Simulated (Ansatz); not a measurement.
ZnS (zinc blende), relaxed with r²SCAN (Ansatz, a first-principles code, plane waves, PAW): a = b = c = 5.389 Å, α = β = γ = 90.00°.

- gap (eV): 2.70
- B₀ by P(V) fit (GPa): 78.6

### Question
The same phase is relaxed and computed with HSE06 in the same code. What are the cell and these values now?

### Answer
a = 5.4253 Å, b = 5.4253 Å, c = 5.4253 Å, α = 90.00°, β = 90.00°, γ = 90.00°.

* **gap (eV)**: 3.28
* **B₀ by P(V) fit (GPa)**: 75.0

All cells were relaxed under the symmetry of their starts (and spin orders); stability against distortions was not tested throughout.

Potentials: the later of the program's two PAW sets.

Ansatz is a plane-wave DFT program.
